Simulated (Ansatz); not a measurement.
**From the elastic tensor of TiAl₃ at 5 GPa (stress–strain coefficients) to moduli and sound speeds**

Theory: Ansatz, DFT LDA, scalar-relativistic, plane waves, PAW. Settings: 420 eV plane-wave cutoff, Γ-centred 12×12×12 mesh, Fermi-Dirac smearing of 0.15 eV. No spin polarisation.

Symmetry: Pm-3m, No. 221, cubic system. Conventional cell: a = 3.862 Å, b = 3.862 Å, c = 3.862 Å, α = 90.00°, β = 90.00°, γ = 90.00°. Around Ti (site symmetry m-3m) lie 12 Al at 2.73 Å. Around Al (site symmetry 4/mmm) lie 4 Ti at 2.73 Å and 8 Al at 2.73 Å.

In a metal, frequencies and elastic constants depend on the k mesh and the smearing, soft modes and shear constants most. Other phases may be more stable at this pressure.

Relaxed-ion constants (GPa, on the Cartesian axes of the calculation):
```
234.8  87.3  87.3   0.0   0.0   0.0
 87.3 234.8  87.3   0.0   0.0   0.0
 87.3  87.3 234.8   0.0   0.0   0.0
  0.0   0.0   0.0 101.0   0.0   0.0
  0.0   0.0   0.0   0.0 101.0   0.0
  0.0   0.0   0.0   0.0   0.0 101.0
```

Density 3.714 g/cm³; 4 atoms in 57.60 Å³.

The values that follow are for a polycrystal of randomly turned grains, by Hill's mean where one number stands.

With S = C⁻¹: B_V = (C11+C22+C33+2(C12+C13+C23))/9, G_V = (C11+C22+C33−C12−C13−C23+3(C44+C55+C66))/15, 1/B_R = S11+S22+S33+2(S12+S13+S23), 15/G_R = 4(S11+S22+S33−S12−S13−S23)+3(S44+S55+S66); Hill is their mean. Then v_l = √((B+4G/3)/ρ), v_t = √(G/ρ), v_m = [(2/v_t³+1/v_l³)/3]^(−1/3) and Θ = (ħ/k_B)·v_m·(6π²n/V)^(1/3) for n atoms in the volume V; E = 9BG/(3B+G), ν = (3B−2G)/(2(3B+G)) and A^U = 5G_V/G_R + B_V/B_R − 6.

| Item | Value |
| --- | --- |
| Bulk modulus, Voigt / Reuss / Hill | 136.4 / 136.4 / 136.4 GPa |
| Shear modulus, Voigt / Reuss / Hill | 90.1 / 88.0 / 89.1 GPa |
| Young's modulus | 219 GPa |
| Poisson ratio | 0.232 |
| Pugh ratio B/G | 1.53 |
| Universal anisotropy index | 0.12 |
| Longitudinal and transverse sound speeds | 8290 and 4897 m/s |
| Debye temperature from the mean sound speed | 664 K |

This form isn't the usual stable structure of the compound at low pressure.

Cost: 1 run of about 2 core-minutes, on Intel Xeon Processor @ 2.50GHz (Skylake/Cascade Lake) (shared hosts).